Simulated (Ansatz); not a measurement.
The geometry is COD entry 9008523, unchecked; take it as a test cell.

Zr: DFT, PBEsol, PAW with Ansatz's default frozen-core files, scalar-relativistic (Ansatz 0.2.0).

Command: `ansatz run input.yaml --threads 1 --pin off --max-ram 3072MiB --backend cpu --events-out ev --progress --plain --runs-dir out` The run took 22 s on 1 thread of Arm Neoverse N1, with other jobs on the host, peak memory 0.38 GiB.

```yaml
crystal:
  lattice:
    - [3.2319982225, 0.0, 0.0]
    - [-1.6159991112, 2.7989925656, 0.0]
    - [0.0, 0.0, 5.147]
  atoms:
    - { symbol: Zr, position: [0.3333333333, 0.6666666667, 0.25] }
    - { symbol: Zr, position: [0.6666666667, 0.3333333333, 0.75] }
kpoints:
  mp_grid: { grid: [13, 13, 7] }
  band_path:
    path:
      - [0.0, 0.0, 0.0]
      - [0.5, 0.0, 0.0]
      - [0.3333333333, 0.3333333333, 0.0]
      - [0.0, 0.0, 0.0]
      - [0.0, 0.0, 0.5]
      - [0.5, 0.0, 0.5]
      - [0.3333333333, 0.3333333333, 0.5]
      - [0.0, 0.0, 0.5]
      - [0.5, 0.0, 0.5]
    npoints: 14
scf:
  occupations: { method: fermi_dirac, width: 0.08 }
hamiltonian:
  xc: pbesol
  pseudopotentials: { kind: paw }
output:
  forces: true
  stress: true
  eigenvalues: true
  efg: { contact_densities: true }
  populations: true
  bader: true
  dos: { projected: true, de: 0.2, e_range: [-14, 8] }
  write_density: true
  write_potential: true
  elf: true
  volumetric_format: npy
```

Output:

```
Zr: output.efg is read without spin–orbit coupling, which moves field gradients at and beside such atoms by some per cent and up to a factor of two; PAW files take it under magnetization.noncollinear and magnetization.spin_orbit
Engine: ansatz 0.2.0
Pseudopotentials: kind: paw
Pseudopotential: Zr, paw, valence charge 12, recommended cutoff 420 eV (normal)
Functional definition: PBEsol
  exchange = pbesol_x
  correlation = pbesol_c
Crystal: 2 atoms, lattice volume = 46.562 Å³
Basis set: ecut = 420 eV, 929 PW (Γ), exchange–correlation on 48×48×72 points (8 copies of the dense FFT grid, shifted against one another)
Bands: 16, of which v1, the nominal top of the filled ones, is band 12 counted from 1 (11 counted from 0)
Symmetry: 24 space group operations
Space group: P63/mmc (ITA 194), of the structure as read, at distance tolerance 3.6e-5 Å
k-points: 84 of 1183
Non-local potential: Zr, projectors of the file, l = 0: 3, l = 1: 2, l = 2: 2, l = 3: 2
PAW form: soft (Blöchl's): semilocal exchange-correlation on the pseudo side does not see the compensation charge
PAW frozen core: Zr, regenerated for the run's functional, and the local potential with it (the file was generated under x = pbe(κ = 0.804, μ = 0.2195149727645171), c = pbe(β = 0.06672455060314922))
PAW one-centre angular grid: Zr, 590 points (default); XC on 64 Gauss nodes
Initial density: superposition of atomic densities (neutral atoms: chi_scale 0, normalization atom), corrected by the library's trained network
Initial wavefunctions: pseudopotential atomic-orbital guess
Functional: x = pbesol(κ = 0.804, μ = 0.12345679012345678), c = pbesol(β = 0.046)
SCF iter   1: F=—  HF=-8257.276136 eV  |F-HF|=—  |Δ(HF+E_count)|=         —  Δρ=3.28e-3  dr2=1.96e-3  ethr=1.77e-3  ⟨swp⟩=4.8  Hψ=5742  notcnv=0
preconditioner: auto → Kerker (q_TF=auto, 2.443 Å⁻¹)  [metal: Δε(μ)=0.020 eV  Ē_g=3.154 eV  σ=0.080 eV  W_gap=0.06  n_scr=10 (ndim 8)  ℏωp=15.4 eV  f_vac=0.000  D(μ)=2.10/eV (n_scr^D=22)]
SCF iter   2: F=—  HF=-8257.274788 eV  |F-HF|=—  |Δ(HF+E_count)|=   1.35e-3  Δρ=1.89e-3  dr2=6.24e-4  ethr=8.17e-6  ⟨swp⟩=2.6  Hψ=2868  notcnv=0
SCF iter   3: F=—  HF=-8257.274894 eV  |F-HF|=—  |Δ(HF+E_count)|=   1.05e-4  Δρ=1.92e-4  dr2=1.22e-5  ethr=2.60e-6  ⟨swp⟩=2.5  Hψ=1885  notcnv=0
SCF iter   4: F=—  HF=-8257.274889 eV  |F-HF|=—  |Δ(HF+E_count)|=   4.99e-6  Δρ=6.94e-5  dr2=1.35e-6  ethr=5.08e-8  ⟨swp⟩=2.7  Hψ=2245  notcnv=0
iter 5 did not close the SCF: its close was put off for the readings that it lacked (scf_convergence_deferred on its scf_iter line)
SCF iter   5: F=-8257.274888 eV  HF=-8257.274888 eV  |F-HF|=8.43e-9  |Δ(HF+E_count)|=   2.16e-7  Δρ=7.84e-6  dr2=2.61e-8  ethr=5.62e-9  ⟨swp⟩=2.1  Hψ=2210  notcnv=0
SCF iter   6: F=-8257.274888 eV  HF=-8257.274888 eV  |F-HF|=8.80e-10  |Δ(HF+E_count)|=   4.59e-9  Δρ=2.35e-6  dr2=1.74e-9  ethr=1.09e-10  ⟨swp⟩=4.8  Hψ=7434  notcnv=0
SCF 1 converged in 6 iterations: F = -8257.274888 eV  dr2 = 1.74e-9
  greatest PAW one-centre occupation: 0.997 electrons in one spin orbital (limit 2), on the Zr atom at site 1 (counted from 0), in its partial waves of l = 0
NSCF: frozen V_eff on 113 k-points
SCF converged after 6 iterations
Free energy (F): -8257.274888 eV
Harris-Foulkes:  -8257.274888 eV  (|F-HF|=8.80e-10)
Internal energy: -8257.229459 eV  (E = F + TS)
E sigma→0 (E₀):  -8257.252174 eV
Entropy (-TS):   -0.045429 eV (-22.715 meV/atom)
Fermi energy:    13.864204 eV
--- Per-component energies (eV) ---
  E_band       = -195.542094
  E_kinetic    = 664.741345
  E_local      = -1256.577315  (includes V_loc(G=0)·N_el)
  E_nonlocal   = 164.472194
  E_hartree    = 387.552336
  E_xc         = -320.145679
  E_vxc        = -379.660882  (∫ρ·V_xc dr)
  E_paw        = -5800.457152  (= ΣΔE_a)
  E_vpaw       = -163.621172  (= ΣTr[D̂ρ^β])
  E_aug_tail   = 0.000047  (compensation charges beyond the density's cutoff)
  E_ewald      = -2097.146676
  E_core_change = 0.331441  (= ΣΔE_core)
  E_smearing   = -0.045429  (= −TS)
  E_closure    = 0.000000  (closes the sum)
  Σ components = -8257.274888   (vs F -8257.274888, Δ=0.00e0)
--- Forces (eV/Å), atoms counted from 1 ---
  atom   1  Zr     0.00000000     0.00000000     0.00000000
  atom   2  Zr     0.00000000    -0.00000000    -0.00000000
  max |Σ_I F_I| component: 5.55e-17 eV/Å
--- Stress (GPa, compression-positive) ---
       -3.488936       0.000000       0.000000
        0.000000      -3.488936       0.000000
        0.000000       0.000000      -2.842535
  P = ⅓ Tr σ = -3.2735 GPa (-32.735 kbar)
--- PAW observables at the nuclei: V_zz in 10²¹ V/m², potentials from the cell's mean, atoms counted from 1 ---
  atom   1  Zr V_zz =    +4.228997   η = 0.0000   by run symmetry: allowed
            electrostatic potential = -5928.215295 V   contact ρ = 489730.509270 e/Å³
  atom   2  Zr V_zz =    +4.228997   η = 0.0000   by run symmetry: allowed
            electrostatic potential = -5928.215295 V   contact ρ = 489730.509270 e/Å³
--- Band table (eV; the first three rows and the last of 84) ---
  k-point 0: bands = ["-34.8498", "-34.6933", "-13.4067", "-12.5314", "-12.5314", "-12.3881", "-12.3881", "-12.3877", "8.2064", "10.8340", "14.7304", "14.7304", "14.8871", "15.0613", "15.4251", "15.4251"]
  k-point 1: bands = ["-34.8422", "-34.7012", "-13.3594", "-12.5244", "-12.5244", "-12.4418", "-12.3952", "-12.3952", "8.3774", "10.8203", "14.6430", "14.6430", "14.7499", "14.7549", "15.2972", "15.2972"]
  k-point 2: bands = ["-34.8208", "-34.7232", "-13.2254", "-12.5911", "-12.5047", "-12.5047", "-12.4153", "-12.4153", "8.8597", "10.6886", "14.1692", "14.4189", "14.5412", "14.5412", "15.0136", "15.0136"]
  k-point 83: bands = ["-34.6785", "-34.6751", "-13.1798", "-13.1723", "-12.9557", "-12.8877", "-12.5663", "-12.5503", "12.1657", "12.2367", "12.7998", "12.8151", "13.7937", "13.9056", "15.6991", "16.1704"]
--- Löwdin populations: 2 sites ---
  site symbol       q [e]
     0     Zr     11.9303
     1     Zr     11.9303
  spilling = 0.005808 (of n_electrons = 24.000000)
--- Bader charges: 2 sites ---
  site symbol  charge [e]  shift [e]
     0     Zr      0.0000     0.0000
     1     Zr      0.0000     0.0000
  estimated error of the sums over rays = 3.3e-4 e
```

populations.tsv:

```
# site	symbol	l	j	q
# orbitals = lowdin
# n_electrons = 24.000000
# spilling = 0.005808
0	Zr	0_4S	-	1.944195
0	Zr	0_5S	-	0.828492
0	Zr	1_4P	-	5.972041
0	Zr	2_4D	-	3.185572
1	Zr	0_4S	-	1.944195
1	Zr	0_5S	-	0.828492
1	Zr	1_4P	-	5.972041
1	Zr	2_4D	-	3.185572
```

bader_charges.tsv:

```
# site	symbol	x_ang	y_ang	z_ang	partial_charge_e	electrons	volume_ang3	relative_density_drop	shared_charge_e	partial_wave_shift_e
# quadrature_error_electrons = 3.3e-4
0	Zr	0.0000	1.8660	1.2868	0.00000	40.00000	23.28	-	0.00000	0.00000
1	Zr	1.6160	0.9330	3.8603	0.00000	40.00000	23.28	-	0.00000	0.00000
```
